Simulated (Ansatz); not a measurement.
**Rh (P6_3/mmc), stationary points along a deformation path**

Method: DFT r2SCAN, scalar-relativistic, plane waves, PAW in Ansatz. The runs took a 500 eV cutoff, a Γ-centred 24×24×12 mesh and Gaussian smearing (0.15 eV). No spin polarisation. Energies are free energies at this smearing, counted from the undisturbed cell; pressure is positive in compression.

Reference structure (as given, not relaxed at this level; it stands at -9.6 GPa; this form isn't the usual structure):

```
Rh
1.0
     2.73098    0.00000    0.00000
    -1.36549    2.36510    0.00000
     0.00000    0.00000    4.42849
Rh
2
Cartesian
  1.3655 0.7884 3.3214
  0.0000 1.5767 1.1071
```

At fixed volume and fractional coordinates, lengths along (0.000, 0.000, 1.000) are scaled against those across it; ρ is that ratio over its starting value. V = 14.302 Å³/atom. Δσ is the stress along the axis less the mean stress across it (compression positive).

| ρ | ΔE (meV/atom) | Δσ (GPa) | space group |
| --- | --- | --- | --- |
| 0.800 | 264.5 | 35.52 | P6_3/mmc |
| 0.850 | 145.0 | 29.61 | P6_3/mmc |
| 0.920 | 36.8 | 15.77 | P6_3/mmc |
| 0.960 | 7.3 | 7.44 | P6_3/mmc |
| 1.000 | 0.0 | -1.53 | P6_3/mmc |
| 1.050 | 19.8 | -12.20 | P6_3/mmc |
| 1.100 | 69.1 | -23.65 | P6_3/mmc |
| 1.200 | 254.3 | -48.28 | P6_3/mmc |
| 1.300 | 538.0 | -70.31 | P6_3/mmc |

Problem. How does the stress give the slope of the energy, and where is the energy stationary?

Solution. Along the path d ln(length) is 2/3 d ln ρ on the axis and −1/3 d ln ρ across it, so dE/d ln ρ = −(2/3) V Δσ: the energy falls with ρ where Δσ is positive. Δσ vanishes or changes sign between ρ = 0.960 and 1.000, a minimum (near 0.99 by linear interpolation). Pairs of stationary points between two samples would go unseen, and could change a minimum read from distant neighbours into a maximum.

Problem. Integrate that slope from ρ = 1 to 0.850 by the trapezoid rule.

Solution. With V/N in Å³ and 1 eV/Å³ = 160.2 GPa the slopes at ρ = 1.000, 0.960, 0.920, 0.850 are 91, -442, -938, -1762 meV/atom per unit of ln ρ. The steps add 7.2 + 29.4 + 106.9 = 143.4 meV/atom, against 145.0 from the energies; the trapezoid rule misses the curvature of the slope within each step.

In a metal these slopes depend on the k mesh and the smearing.